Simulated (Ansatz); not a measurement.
BC₅:
```
BC5
1.0
    2.54528     0.00000     0.00000
   -1.27264     2.20428     0.00000
    0.00000     0.00000     6.37097
B C
1 5
Cartesian
  0.00000   0.00000   0.02406
  0.00000   1.46952   0.70712
  0.00000   1.46952   2.20417
  1.27264   0.73476   2.73192
  1.27264   0.73476   4.28028
  0.00000   0.00000   4.78398
```

Relaxed with r²SCAN. Special points in fractions of this cell's reciprocal vectors: Γ (0.000, 0.000, 0.000); M (0.500, 0.000, 0.000); K (0.333, 0.333, 0.000); A (0.000, 0.000, 0.500); L (0.500, 0.000, 0.500); H (0.333, 0.333, 0.500).

Task: List the band energies nearest the Fermi level at these points for the program Ansatz at the r²SCAN level (PAW).

Result: In eV from the Fermi level; about four levels below and three above (degenerate sets whole), none deeper than 8.9 eV; points with the same levels are listed once.

```json
[
 {"k": "Γ", "below": "-1.73 -1.73 -0.39 -0.39", "above": "0.98 2.74 2.74"},
 {"k": "M", "below": "-4.12 -3.22 -3.02 -0.72", "above": "5.91 6.36 8.37"},
 {"k": "K", "below": "-6.76 -4.01 -3.40 -2.51", "above": "7.29 7.69 8.48"},
 {"k": "A", "below": "-1.79 -1.79 -0.17 -0.17", "above": "2.35 2.35 8.17 8.17"},
 {"k": "L", "below": "-5.11 -3.65 -1.51 -0.27", "above": "6.30 7.57 9.15"},
 {"k": "H", "below": "-5.53 -5.08 -5.02 -3.58", "above": "9.65 9.76 10.20"}
]
```

Space group P3m1. The start of the workflow was typed in or built on a structure type; the Crystallography Open Database copy checked does not list it. Its standing as an ambient phase is unchecked. The r²SCAN relaxation kept the symmetry of its start; whether a distortion lowers the energy is not shown. Its formation energy is positive at this level, so the cell may be metastable or incomplete.

Potentials: the later of the program's two PAW sets.
